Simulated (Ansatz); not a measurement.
CaAu5:
```
CELL_PARAMETERS angstrom
      0.00000     3.89736     3.89736
      3.89736     0.00000     3.89736
      3.89736     3.89736     0.00000
ATOMIC_POSITIONS crystal
  Au 0.75000 0.75000 0.75000
  Ca 0.00000 0.00000 0.00000
  Au 0.37531 0.37531 0.87406
  Au 0.37531 0.87406 0.37531
  Au 0.87406 0.37531 0.37531
  Au 0.37531 0.37531 0.37531
```

Relaxed with r²SCAN.

Problem. Give the Bader charges and basin volumes of the independent atoms, DFT-r²SCAN in the program Ansatz with PAW potentials.

Solution. 

```csv
atom,Bader charge (e),Bader volume (Å³)
Au1,-0.34,24.2
Ca2,+1.50,13.2
Au3,-0.29,20.3
```

Space group F-43m. The workflow started from an entry of the Crystallography Open Database (COD). Its standing as an ambient phase is unchecked. Symmetry was held in the r²SCAN relaxation; whether a distortion lowers the energy is not shown. Spin–orbit coupling is left out wherever it is not named.

Potentials: the later of the program's two PAW sets.
